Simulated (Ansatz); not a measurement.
MoPt (rock salt, Fm-3m) under volume change, DFT-PBE in the program Ansatz with PAW potentials, scaled uniformly.

```csv
V (Å³/atom),E − E(relaxed) (meV/atom),P (GPa)
16.404,107.7,23.25
16.945,45.0,14.14
17.486,10.6,6.47
18.027,0.0,0.00
18.567,9.5,-5.45
19.108,35.8,-10.02
19.649,76.3,-13.86
```

Problem. What does a third-order Birch–Murnaghan fit give for V₀, B₀ and B′?

Solution. V₀ = 18.03 Å³/atom, B₀ = 197 GPa, B′ = 4.7.

The start of the workflow was typed in or built on a structure type; neither database checked (COD, Materials Project) lists it. Whether it is the stable phase at ambient conditions was not checked. The cell was relaxed with PBE under the symmetry of its start; whether a distortion lowers the energy is not shown. No spin polarisation was allowed. The volume moved by 18 % from the start of the relaxation. Its formation energy is positive at this level, so the cell may be metastable or incomplete. Spin–orbit coupling is left out wherever it is not named.

Potentials: the earlier of the program's two PAW sets.
